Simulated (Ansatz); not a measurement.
## Exchange in Li2MnO2 by functional

```yaml
crystal:
  lattice:
    - [6.39000, 0.00000, 0.00000]
    - [-1.59750, 2.76695, 0.00000]
    - [0.00000, 0.00000, 5.30300]
  atoms:
    - { symbol: Li, position: [0.33333, 0.33333, 0.39100] }
    - { symbol: Li, position: [0.16667, 0.66667, 0.60900] }
    - { symbol: Mn, position: [0.00000, 0.00000, 0.00000] }
    - { symbol: O, position: [0.16667, 0.66667, 0.24900] }
    - { symbol: O, position: [0.33333, 0.33333, 0.75100] }
    - { symbol: Li, position: [0.83333, 0.33333, 0.39100] }
    - { symbol: Li, position: [0.66667, 0.66667, 0.60900] }
    - { symbol: Mn, position: [0.50000, 0.00000, 0.00000] }
    - { symbol: O, position: [0.66667, 0.66667, 0.24900] }
    - { symbol: O, position: [0.83333, 0.33333, 0.75100] }
```

The same starts (parallel, antiparallel patterns that fit this cell, and no moments) were run with plane-wave PAW DFT (Ansatz 0.2.0; atoms fixed, collinear spin, no spin-orbit coupling; 4×8×4 Γ-centred mesh, fermi-dirac occupations of width 0.050 eV) at these levels: r2SCAN, 500 eV; r2SCAN with U_eff = 2.7 eV on Mn d (all-electron-ortho-atomic projectors), 500 eV.

Which order does each level favour, and how strongly?

The runs give, at zero smearing:

```tsv
level	lowest state	mean moment on Mn (μB)	parallel less best compensated antiparallel (meV per Mn)	gain over no moments (meV per Mn)
r2SCAN	antiparallel, compensated	4.28	+24	3321
r2SCAN + U	antiparallel, compensated	4.34	+13	4490
```

Site moments are taken in small spheres that don't touch (radius about 0.4 of the atom's shortest bond), so those of the magnetic atoms read low. Both levels favour antiparallel moments: the difference runs from +13 to +24 meV per Mn. The U weakens the coupling, as expected where exchange goes by hopping and scales with the inverse of the on-site repulsion.

The cell is that of a Crystallography Open Database entry, unchanged but doubled along one cell vector so that moments can oppose.

Caveats: only orders that fit this cell were tried, so the true order may need a larger cell or canted moments; atoms and cell are held at the entry's values; differences under about 5 meV per magnetic atom weren't tested against a denser mesh or another U, and are taken as unresolved; the U is a value in common use, not computed for this crystal; the state without moments isn't the paramagnet, so the last column is no ordering energy, and a U inflates it; the nearest magnetic atoms form triangles, which frustrates antiparallel coupling, so the true order may be non-collinear or need another cell.
